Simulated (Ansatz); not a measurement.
CsI$_{3}$:
```
CsI3
1.0
   11.13510     0.00000     0.00000
    0.00000     6.96954     0.00000
    0.00000     0.00000    10.30020
Cs I
4 12
Direct
  0.82395   0.25000   0.46729
  0.17605   0.75000   0.53271
  0.67605   0.75000   0.96729
  0.32395   0.25000   0.03271
  0.16548   0.25000   0.36335
  0.83452   0.75000   0.63665
  0.33452   0.75000   0.86335
  0.66548   0.25000   0.13665
  0.37291   0.25000   0.55271
  0.62709   0.75000   0.44729
  0.12709   0.75000   0.05271
  0.87291   0.25000   0.94729
  0.56778   0.25000   0.73756
  0.43222   0.75000   0.26244
  0.93222   0.75000   0.23756
  0.06778   0.25000   0.76244
```

Relaxed with r²SCAN.

### Question
Map the electron localisation function on the plane through (0.824, 0.250, 0.467) spanned by u = [1, 0, 0] and v = [0, 0, 1] in lattice vectors, from DFT-r²SCAN in the program Ansatz with PAW potentials.

### Answer
x is the fraction of u, y of v (the angle between them is 90°; rows are the nearest grid lines); atoms in the plane: Cs at (0.00, 0.00), Cs at (0.50, 0.57), I at (0.34, 0.90), I at (0.84, 0.67), I at (0.55, 0.09), I at (0.05, 0.48), I at (0.74, 0.27), I at (0.24, 0.30).
```
|0069971027888777654466789985100004899600|
|5799940058876445666447898862000002799975|
|9999820168764113567423677520000000489999|
|8886200278763112577600000000000100002588|
|0000000257776667788700000000245777631000|
|1000000024678889874100000013577778898731|
|3000000002567887620000000025777767788863|
|3000000000012100013677510026876421367873|
|2124554100000002699999971017876312256752|
|4678998730000037998338995004887765667644|
|5677899841000048997006996102788776676445|
|5434678731000017999559996100146776433455|
|4191466421232001589999961000000000025664|
|7544545556788730014774100257764200027887|
|8765555666788973000220002689887631016998|
|8865456654457898400000148987766665101588|
|2211466532725787400000157764213667620012|
|0001588753346675100342236653122578851000|
|0001588876666662003775445655334689851000|
|1000037998876410158976555666667898500001|
|9874000244310000378732355544567751003789|
|9999830000001111246616146652111000279999|
|5799950000245553235532367873000001699975|
|0069971027888777654466789985100004899600|
```
Scale: ten equal steps from 0.000 (start of '0') to 0.900 (end of '9'), in the order '0123456789'; x runs from 0.000 to 1.00, y from 0.000 (bottom) to 1.00 (top).

The density is the valence pseudo-density with augmentation charge, so density and ELF within about 1 Å of a nucleus are not all-electron values.

Space group Pnma. The workflow started from a Materials Project entry (that database holds measured and hypothetical structures alike); the Crystallography Open Database files this formula in space group No. 62, but the cells were not matched. Whether it is the stable phase at ambient conditions was not checked. Symmetry was held in the r²SCAN relaxation; whether a distortion lowers the energy is not shown. Spin–orbit coupling is left out wherever it is not named.

Potentials: the later of the program's two PAW sets.
